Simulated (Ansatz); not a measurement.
## Run on NaTiO₂ (R-3m) — field of 300 T on the spins

Computed with DFT, LDA, PAW with Ansatz's default frozen-core files, scalar-relativistic in Ansatz 0.2.0.

Command: `ansatz run input.yaml --threads 2 --pin off --max-ram 6144MiB --backend cpu --events-out ev --progress --plain --runs-dir out`

```yaml
crystal:
  lattice:
    - [1.50659145, 0.8698309792, 5.3990454898]
    - [-1.50659145, 0.8698309792, 5.3990454898]
    - [0.0, -1.7396619584, 5.3990454898]
  atoms:
    - { symbol: Na, position: [0.0, 0.0, 0.0] }
    - { symbol: Ti, position: [0.5, 0.5, 0.5], spin: 0.05 }
    - { symbol: O, position: [0.76380361, 0.76380361, 0.76380361] }
    - { symbol: O, position: [0.23619639, 0.23619639, 0.23619639] }
magnetization:
  spin_polarized: true
  magnetic_field: 300
kpoints:
  mp_grid: { grid: [10, 10, 10] }
scf:
  occupations: { method: fermi_dirac, width: 0.03 }
  convergence: { dr2_threshold: 1.0e-10 }
  lower_state_search: "off"
hamiltonian:
  xc: lda
  pseudopotentials: { kind: paw }
output:
  forces: true
  stress: true
  eigenvalues: true
  write_density: true
  write_potential: true
  elf: true
  volumetric_format: npy
```

The program prints:

```
basis.fft_grid_basis auto: the FFT boxes are laid along the combinations [[1, -1, 0], [0, 1, 0], [0, -1, 1]] of the cell's own vectors, 3.013, 5.672 and 3.013 Å long. The dense box has 24×40×24 points. Along the cell's own vectors, as sized, it would have 40×40×40, 2.78 times as many. Of the 12 symmetry operations that the crystal satisfies within crystal.symmetry.tolerance (time reversal apart; o …
Engine: ansatz 0.2.0
Pseudopotentials: kind: paw
Pseudopotential: Na, paw, valence charge 9, recommended cutoff 420 eV (normal), Na.paw.azcp
Pseudopotential: Ti, paw, valence charge 12, recommended cutoff 420 eV (normal), Ti.paw.azcp
Pseudopotential: O, paw, valence charge 6, recommended cutoff 420 eV (normal), O.paw.azcp
Functional definition: SPW92
  exchange = slater_x
  correlation = pw_c
Crystal: 4 atoms, lattice volume = 42.452 Å³
Basis set: ecut = 420 eV, 799 PW (Γ), FFT grids on a1−a2, a2, −a2+a3
Bands: 21, of which v1, the nominal top of the filled ones, is band 17 counted from 1 (16 counted from 0)
Symmetry: 12 space group operations
Space group: R-3m (ITA 166), of the structure as read, at distance tolerance 3.5e-5 Å
Magnetic group: BNS 166.97 (UNI 1327), of the structure as read, at distance tolerance 3.5e-5 Å
k-points: 116 of 1000
Non-local potential: Na, projectors of the file, l = 0: 3, l = 1: 2, l = 2: 1
Non-local potential: Ti, projectors of the file, l = 0: 3, l = 1: 2, l = 2: 3, l = 3: 1
Non-local potential: O, projectors of the file, l = 0: 2, l = 1: 2, l = 2: 1
PAW form: soft (Blöchl's): semilocal exchange-correlation on the pseudo side does not see the compensation charge
PAW frozen core: Na, regenerated for the run's functional, and the local potential with it (the file was generated under x = pbe(κ = 0.804, μ = 0.2195149727645171), c = pbe(β = 0.06672455060314922))
PAW frozen core: Ti, regenerated for the run's functional, and the local potential with it (the file was generated under x = pbe(κ = 0.804, μ = 0.2195149727645171), c = pbe(β = 0.06672455060314922))
PAW frozen core: O, regenerated for the run's functional, and the local potential with it (the file was generated under x = pbe(κ = 0.804, μ = 0.2195149727645171), c = pbe(β = 0.06672455060314922))
PAW one-centre angular grid: Na, 110 points (default); XC on 64 Gauss nodes
PAW one-centre angular grid: Ti, 590 points (default); XC on 64 Gauss nodes
PAW one-centre angular grid: O, 110 points (default); XC on 64 Gauss nodes
Initial density: superposition of atomic densities (chi_scale 0.1, normalization cell, long waves kept (reshape's long-wave potential 0.11 eV rms))
Starting moments: Σ|m| = 0.05 μB on 1 of 4 sites
Magnetic field: 300 T along the axis of the moments, on the spin alone (17.3651 meV per μB along it)
Initial wavefunctions: pseudopotential atomic-orbital guess
Functional: x = slater, c = lda
SCF iter   1: F=—  HF=-5033.210374 eV  |F-HF|=—  |Δ(HF+E_count)|=         —  Δρ=4.07e-2 (↑4.07e-2 ↓4.04e-2)  dr2=1.84e0  dr2_m=5.51e-4  M=0.087 μB ∫|m|=0.087 μB  β_m=1.00  ethr=3.10e-3  ⟨swp⟩=5.6  Hψ=19129  notcnv=0
preconditioner: auto → Kerker (q_TF=auto, 2.616 Å⁻¹)  [metal: Δε(μ)=0.010 eV  Ē_g=9.841 eV  σ=0.030 eV  W_gap=0.08  n_scr=16 (ndim 8)  ℏωp=23.5 eV  f_vac=0.000  D(μ)=2.74/eV (n_scr^D=28)]
spin=Collinear: Kerker preconditioning applied to the charge; magnetization (m = ρ↑ − ρ↓) channel mixes plain (no charge-response kernel on spin).
SCF iter   2: F=—  HF=-5032.858622 eV  |F-HF|=—  |Δ(HF+E_count)|=   3.52e-1  Δρ=2.17e-2 (↑2.17e-2 ↓2.16e-2)  dr2=5.52e-1  dr2_m=8.60e-5  M=0.102 μB ∫|m|=0.102 μB  β_m=1.00  ethr=3.10e-3  ⟨swp⟩=2.1  Hψ=7824  notcnv=0
SCF iter   3: F=—  HF=-5032.762195 eV  |F-HF|=—  |Δ(HF+E_count)|=   9.64e-2  Δρ=1.08e-2 (↑1.07e-2 ↓1.08e-2)  dr2=2.01e-1  dr2_m=4.23e-5  M=0.112 μB ∫|m|=0.112 μB  β_m=1.00  ethr=1.67e-3  ⟨swp⟩=2.0  Hψ=8584  notcnv=0
SCF iter   4: F=—  HF=-5032.722012 eV  |F-HF|=—  |Δ(HF+E_count)|=   4.02e-2  Δρ=4.18e-3 (↑4.18e-3 ↓4.16e-3)  dr2=2.41e-2  dr2_m=4.10e-5  M=0.121 μB ∫|m|=0.121 μB  β_m=1.00  ethr=6.09e-4  ⟨swp⟩=2.0  Hψ=9773  notcnv=0
SCF iter   5: F=—  HF=-5032.713644 eV  |F-HF|=—  |Δ(HF+E_count)|=   8.37e-3  Δρ=2.22e-3 (↑2.22e-3 ↓2.17e-3)  dr2=6.82e-3  dr2_m=3.42e-5  M=0.129 μB ∫|m|=0.129 μB  β_m=1.00  ethr=7.29e-5  ⟨swp⟩=2.0  Hψ=9250  notcnv=0
SCF iter   6: F=—  HF=-5032.714189 eV  |F-HF|=—  |Δ(HF+E_count)|=   5.45e-4  Δρ=1.13e-3 (↑1.10e-3 ↓1.13e-3)  dr2=1.69e-3  dr2_m=2.73e-5  M=0.136 μB ∫|m|=0.136 μB  β_m=1.00  ethr=2.07e-5  ⟨swp⟩=2.0  Hψ=9512  notcnv=0
SCF iter   7: F=—  HF=-5032.713909 eV  |F-HF|=—  |Δ(HF+E_count)|=   2.80e-4  Δρ=4.44e-4 (↑4.44e-4 ↓4.19e-4)  dr2=1.50e-4  dr2_m=2.59e-5  M=0.143 μB ∫|m|=0.144 μB  β_m=1.00  ethr=5.12e-6  ⟨swp⟩=2.0  Hψ=9512  notcnv=0
SCF iter   8: F=—  HF=-5032.714040 eV  |F-HF|=—  |Δ(HF+E_count)|=   1.31e-4  Δρ=3.87e-4 (↑3.87e-4 ↓3.57e-4)  dr2=9.09e-5  dr2_m=1.97e-5  M=0.149 μB ∫|m|=0.150 μB  β_m=1.00  ethr=4.54e-7  ⟨swp⟩=1.0  Hψ=4872  notcnv=0
SCF iter   9: F=—  HF=-5032.714205 eV  |F-HF|=—  |Δ(HF+E_count)|=   1.66e-4  Δρ=2.52e-4 (↑1.99e-4 ↓2.52e-4)  dr2=1.60e-5  dr2_m=1.52e-5  M=0.155 μB ∫|m|=0.155 μB  β_m=1.00  ethr=2.76e-7  ⟨swp⟩=2.0  Hψ=9001  notcnv=0
[...]
Mixer restart at iter 13: flushing history
spin-set hold released at iteration 13 (site moments contracting): the magnetisation degrees of freedom join the quasi-Newton model from the next iteration; the mixer history was flushed
SCF iter  14: F=—  HF=-5032.714370 eV  |F-HF|=—  |Δ(HF+E_count)|=   2.36e-5  Δρ=1.74e-4 (↑1.74e-4 ↓1.66e-4)  dr2=9.27e-8  dr2_m=1.12e-5  M=0.174 μB ∫|m|=0.175 μB  β_m=0.38  ethr=2.95e-10  ⟨swp⟩=2.0  Hψ=8817  notcnv=0
SCF iter  15: F=—  HF=-5032.714410 eV  |F-HF|=—  |Δ(HF+E_count)|=   4.03e-5  Δρ=2.03e-4 (↑2.03e-4 ↓1.97e-4)  dr2=6.91e-8  dr2_m=1.55e-5  M=0.182 μB ∫|m|=0.183 μB  β_m=0.17  ethr=2.81e-10  ⟨swp⟩=2.8  Hψ=9426  notcnv=0
SCF iter  16: F=—  HF=-5032.714423 eV  |F-HF|=—  |Δ(HF+E_count)|=   1.36e-5  Δρ=1.66e-4 (↑1.66e-4 ↓1.60e-4)  dr2=6.06e-8  dr2_m=1.03e-5  M=0.187 μB ∫|m|=0.188 μB  β_m=0.42  ethr=2.09e-10  ⟨swp⟩=2.8  Hψ=9375  notcnv=0
SCF iter  17: F=—  HF=-5032.714445 eV  |F-HF|=—  |Δ(HF+E_count)|=   2.19e-5  Δρ=5.40e-5 (↑5.35e-5 ↓5.40e-5)  dr2=6.79e-8  dr2_m=1.10e-6  M=0.200 μB ∫|m|=0.201 μB  β_m=0.55  ethr=1.84e-10  ⟨swp⟩=3.0  Hψ=11509  notcnv=0
SCF iter  18: F=—  HF=-5032.714448 eV  |F-HF|=—  |Δ(HF+E_count)|=   2.89e-6  Δρ=1.02e-5 (↑1.02e-5 ↓9.35e-6)  dr2=3.31e-8  dr2_m=3.22e-8  M=0.206 μB ∫|m|=0.207 μB  β_m=0.71  ethr=1.84e-10  ⟨swp⟩=3.0  Hψ=10065  notcnv=0
SCF iter  19: F=—  HF=-5032.714448 eV  |F-HF|=—  |Δ(HF+E_count)|=   4.45e-8  Δρ=4.96e-6 (↑2.88e-6 ↓4.96e-6)  dr2=1.08e-8  dr2_m=5.01e-9  M=0.207 μB ∫|m|=0.208 μB  β_m=0.84  ethr=1.00e-10  ⟨swp⟩=2.0  Hψ=7569  notcnv=0
SCF iter  20: F=—  HF=-5032.714448 eV  |F-HF|=—  |Δ(HF+E_count)|=   8.15e-9  Δρ=2.77e-6 (↑2.77e-6 ↓1.67e-6)  dr2=1.03e-8  dr2_m=1.48e-10  M=0.207 μB ∫|m|=0.208 μB  β_m=0.72  ethr=3.29e-11  ⟨swp⟩=2.0  Hψ=8202  notcnv=0
SCF iter  21: F=—  HF=-5032.714448 eV  |F-HF|=—  |Δ(HF+E_count)|=   2.12e-9  Δρ=7.07e-7 (↑6.75e-7 ↓7.07e-7)  dr2=1.37e-9  dr2_m=1.06e-10  M=0.207 μB ∫|m|=0.208 μB  β_m=0.86  ethr=3.12e-11  ⟨swp⟩=1.8  Hψ=6233  notcnv=0
SCF iter  22: F=—  HF=-5032.714448 eV  |F-HF|=—  |Δ(HF+E_count)|=  1.27e-11  Δρ=3.14e-7 (↑1.77e-7 ↓3.14e-7)  dr2=2.25e-10  dr2_m=1.07e-11  M=0.207 μB ∫|m|=0.208 μB  β_m=0.93  ethr=4.16e-12  ⟨swp⟩=2.0  Hψ=6435  notcnv=0
SCF iter  23: F=-5032.714448 eV  HF=-5032.714448 eV  |F-HF|=1.09e-11  |Δ(HF+E_count)|=  6.91e-11  Δρ=1.50e-7 (↑1.50e-7 ↓8.84e-8)  dr2=1.33e-11  dr2_m=4.37e-12  M=0.207 μB ∫|m|=0.208 μB  ethr=1.00e-12  ⟨swp⟩=5.4  Hψ=19138  notcnv=0
SCF 1 converged in 23 iterations: F = -5032.714448 eV  dr2 = 1.33e-11
  greatest PAW one-centre occupation: 0.999 electrons in one spin orbital (limit 2), on the Na atom at site 0 (counted from 0), in its partial waves of l = 0
SCF converged after 23 iterations
Magnetization: 0.2070 μB (16.6035 up, 16.3965 down)
Absolute magnetization: 0.2083 μB (∫|ρ↑−ρ↓|, with the PAW one-centre terms)
Spin contamination: 0.0001 ħ² per cell (⟨S²⟩ above its minimum at these occupations)
Per-site moments (μB) at R_I (Å): [(0.00044145158893215054, 0.96755860676984), (0.13382024611950596, 0.8548519432789341), (0.00492744447508597, 0.8548519432789342), (0.004927444475085954, 0.8548519432789341)]
Free energy (F): -5032.714448 eV
Harris-Foulkes:  -5032.714448 eV  (|F-HF|=1.09e-11)
Internal energy: -5032.706941 eV  (E = F + TS)
E sigma→0 (E₀):  -5032.710694 eV
Entropy (-TS):   -0.007508 eV (-1.877 meV/atom)
Fermi energy:    11.374026 eV
--- Per-component energies (eV) ---
  E_band       = -340.938062
  E_kinetic    = 743.181109
  E_local      = -2510.378354  (includes V_loc(G=0)·N_el)
  E_nonlocal   = 226.611798
  E_hartree    = 921.694567
  E_xc         = -281.927750
  E_vxc        = -360.542525  (∫ρ·V_xc dr)
  E_paw        = -1536.539627  (= ΣΔE_a)
  E_vpaw       = -283.200722  (= ΣTr[D̂ρ^β])
  E_aug_tail   = 0.005160  (compensation charges beyond the density's cutoff)
  E_zeeman     = -0.003594  (= −μ_B·B·M)
  E_ewald      = -2596.010933
  E_core_change = 0.660683  (= ΣΔE_core)
  E_smearing   = -0.007508  (= −TS)
  E_closure    = 0.000000  (closes the sum)
  Σ components = -5032.714448   (vs F -5032.714448, Δ=0.00e0)
--- Forces (eV/Å), atoms counted from 1 ---
  atom   1  Na    -0.00000000     0.00000000    -0.00000000
  atom   2  Ti     0.00000000     0.00000000     0.00000000
  atom   3  O     -0.00000000     0.00000000     0.20951225
  atom   4  O      0.00000000    -0.00000000    -0.20951225
  max |Σ_I F_I| component: 8.33e-17 eV/Å
--- Stress (GPa, compression-positive) ---
      -11.878736       0.000000       0.000000
        0.000000     -11.878736      -0.000000
        0.000000      -0.000000      -5.265831
  P = ⅓ Tr σ = -9.6744 GPa (-96.744 kbar)
--- Band table (eV; the first three rows and the last of 232) ---
  k-point 0 ↑: bands = ["-46.4625", "-40.4702", "-23.0326", "-22.8607", "-22.8607", "-13.0666", "-12.9053", "-12.9053", "-8.8621", "-7.5141", "3.6372", "5.4499", "5.4499", "7.1817", "7.6394", "7.6394", "11.4283", "11.4283", "12.0734", "13.2742", "14.3187"]
  k-point 1 ↑: bands = ["-46.4563", "-40.4678", "-23.0203", "-22.9117", "-22.8707", "-13.0574", "-12.9338", "-12.9103", "-8.7464", "-7.5515", "3.8062", "5.2557", "5.5052", "7.1323", "7.3019", "7.4856", "11.4156", "11.6017", "12.1118", "13.6240", "14.2025"]
  k-point 2 ↑: bands = ["-46.4398", "-40.4615", "-23.0444", "-22.9863", "-22.8967", "-13.0336", "-13.0052", "-12.9236", "-8.4514", "-7.6375", "4.2272", "4.9672", "5.6308", "6.0681", "7.1677", "7.3606", "11.2890", "11.9819", "12.2777", "13.6363", "14.3647"]
  k-point 115 ↓: bands = ["-46.2674", "-40.4354", "-22.8379", "-22.6698", "-22.6698", "-13.0570", "-12.8702", "-12.8702", "-8.5670", "-7.7191", "4.5128", "5.5590", "5.5590", "5.9418", "7.6143", "7.6143", "11.6466", "11.6466", "12.3048", "14.4861", "14.4861"]
```

Site moments (μB): Na1 0.00, Ti2 0.13, O3 0.00, O4 0.00. Cell moment 0.21 μB.

The magnetic group in the log treats spin as a scalar label, without spin–orbit coupling.

The PAW files were made with PBE; the program remakes their cores once for the run's functional and then keeps them frozen. The Ansatz runs typed with the search for lower states off end where their start leads. The magnetic state is the one that this cell and start allow. It needn't be the compound's measured order, which may need a larger cell or be absent.

It took 15 s on 2 threads of Arm Neoverse V1 (shared host), peak memory 0.42 GiB.
